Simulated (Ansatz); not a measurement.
Task: Name crystals whose computed values (plane-wave PAW LDA (Ansatz code)) fall in these windows: B₀ by P(V) fit (GPa) 72 to 98; highest Γ mode, no LO–TO term (cm⁻¹) 390 to 490.

Result: 

| crystal | B₀ by P(V) fit (GPa) | highest Γ mode, no LO–TO term (cm⁻¹) |
|---|---|---|
| Mo3S4, R-3 (Mo on 18f, S on 6c, S on 18f) | 82.2 | 420 |
Others may fit too.

Standing as an ambient phase not checked: Mo3S4, R-3 (Mo on 18f, S on 6c, S on 18f). The cell was relaxed under the symmetry of its start. Rows with no word on spin ran without spin polarisation. Spin–orbit coupling is left out wherever it is not named.

Potentials: the later of the program's two PAW sets.
